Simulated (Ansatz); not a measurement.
**KMgF$_{3}$: from a migration barrier to a jump rate**

All numbers below come from DFT PBEsol, scalar-relativistic, plane waves, PAW in Ansatz. Cutoff 420 eV, Γ-centred 4×4×4 k-points, Gaussian smearing of 0.05 eV. No spin polarisation.

In a supercell of 20 sites an atom of K jumps into a neighbouring K vacancy, a = 3.99 Å from site to site in the perfect crystal, with a cell charge of -1 (uniform background, no finite-size correction). A nudged elastic band with 7 inner images puts the highest image 2.151 eV above the start and 2.151 eV above the end. Take it as the barrier; the order of the saddle wasn't checked, and the cell is small.

Problem. With an assumed attempt frequency of 10¹³ s⁻¹, how often does the jump happen, and how fast does the vacancy diffuse?

Solution. Transition-state theory gives Γ = ν exp(−E/k_BT), and one such jump direction contributes Γa²/6 to the vacancy's diffusion coefficient averaged over directions:

| T (K) | E/k_BT | Γ (1/s) | Γa²/6 (cm²/s) |
| --- | --- | --- | --- |
| 300 | 83.2 | 7.3 × 10^-24 | 1.9 × 10^-39 |
| 600 | 41.6 | 8.5 × 10^-6 | 2.3 × 10^-21 |
| 1000 | 25.0 | 1.4 × 10^2 | 3.8 × 10^-14 |
| 1500 | 16.6 | 5.9 × 10^5 | 1.6 × 10^-10 |

The rate reaches one jump a second at T = E/(k_B ln 10¹³) = 834 K. The number of equivalent jumps multiplies D if they link up through the crystal; a hop between two sites alone gives no long-range diffusion, which then waits on a higher barrier. In either case the atoms' own diffusion carries the vacancy concentration and a correlation factor besides. Rows above the melting point are formal, and so are rows where E/k_BT falls under about 3, since the theory needs rare jumps.

Problem. How much does an error of 0.1 eV in the barrier matter?

Solution. It multiplies the rate by exp(0.1 eV/k_BT): 48 at 300 K and 3.2 at 1000 K, more than the usual doubt about ν at low temperature.

Cost: 1 run of about 19 core-minutes, on Intel Xeon 6975P-C (Granite Rapids) (shared hosts).